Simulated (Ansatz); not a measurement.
CaO (rock salt, space group No. 225), a = 4.7949 Å, b = 4.7949 Å, c = 4.7949 Å, α = 90.00°, β = 90.00°, γ = 90.00°; the cell used has 2 atoms.

Relaxed with r²SCAN. DFT-r²SCAN in the program Ansatz with PAW potentials gives a gap of 4.20 eV.

What gap does HSE06 give on the same cell (Ansatz, PAW)?

5.31 eV, 1.11 eV more. The hybrid was solved on a coarser mesh and at special points; its gap is the smallest among all of these.

```tsv
k	v1 r²SCAN	c1 r²SCAN	v1 HSE06	c1 HSE06
Γ	0.00	5.50	…	…
X	-0.38	4.20	-0.42	5.31
L	-1.20	7.73	…	…
W	-1.05	6.95	…	…
K	-0.78	5.73	…	…
```

Top valence (v1) and lowest conduction level (c1) in eV from each method's valence maximum (which need not be a listed point): supply the withheld HSE06 values.


- W, v1 HSE06: -1.14
- W, c1 HSE06: 8.22
- Γ, v1 HSE06: 0.00
- Γ, c1 HSE06: 6.31
- L, v1 HSE06: -1.26
- L, c1 HSE06: 9.08
- K, v1 HSE06: -0.84
- K, c1 HSE06: 6.92

Cost on shared cores: the r²SCAN run (SCF on a 10×10×10 mesh, then bands and DOS) very roughly 14 core-seconds, the HSE06 run (SCF on 7×7×7, then a few points) roughly 80 core-seconds; the tasks are unlike.

Space group Fm-3m (rock salt). The r²SCAN relaxation kept the symmetry of its start; phonons on a q-mesh show no instability.

Potentials: the later of the program's two PAW sets.
